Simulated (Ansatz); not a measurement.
SnPt in space group P6/mmm (No. 191; Pt on 3f, Sn on 1a, Sn on 2d), a = b = 5.692 Å, c = 4.472 Å, α = β = 90.00°, γ = 120.00°.

This is the r²SCAN-relaxed structure.

Task: All from r²SCAN in the plane-wave PAW code Ansatz, unless another level is named. Give the formation energy from the elements (no fitted shifts).

Result: -0.29 eV/atom.

Task: Give the density of states at the Fermi level.

Result: 0.68 states/eV per atom (mean over ±0.08 eV).

Task: What about the gap with spin–orbit coupling?

Result: none (metallic).

A made-up cell: these elements were put on the sites of a structure type; neither database checked (COD, Materials Project) lists it. COD files the formula under space group No. 194, so this cell is another polymorph or a model. Its standing as an ambient phase is unchecked. Symmetry was held in the r²SCAN relaxation; whether a distortion lowers the energy is not shown. No spin polarisation was allowed. Axis ratios of metals converge slowly with the k-mesh, so a and c are less sure than the volume. The references are the lowest solids computed at this level, not always the standard phases. Scalar-relativistic: spin–orbit coupling is off unless named, which matters more the heavier the elements.

Potentials: the earlier of the program's two PAW sets.
